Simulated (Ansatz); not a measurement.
Cu2O (anti-fluorite, Fm-3m), plane-wave PAW PBE (Ansatz code), all energies at zero smearing, with the estimated change up to a 700 eV cutoff added, with one set of potentials and settings (totals compare only within such a set). Cell of 3 atoms (1 O, 2 Cu): -13814.897 eV.

```
element                            reference phase  E (eV/atom)
-------  -----------------------------------------  -----------
O        C2/m, 4 atoms in the cell, spin-polarised    -565.0000
Cu                      Fm-3m, 1 atoms in the cell   -6625.1757
```

Formation energy per atom, worked out: (-13814.897 − 1×(-565.0000) − 2×(-6625.1757))/3 = 0.152 eV/atom (15 kJ per mol of atoms), at 0 K, without zero-point energy or fitted corrections.

A made-up cell: these elements were put on the sites of a structure type; neither database checked (COD, Materials Project) lists it. It is not the phase usual at ambient conditions (space group No. 224). Symmetry was held in the PBE relaxation; its stability against distortions is not shown here. No spin polarisation was allowed. No Hubbard U is applied. The references are the lowest solids computed at this level, not always the standard phases (solids in place of the gases).

Potentials: the later of the program's two PAW sets.
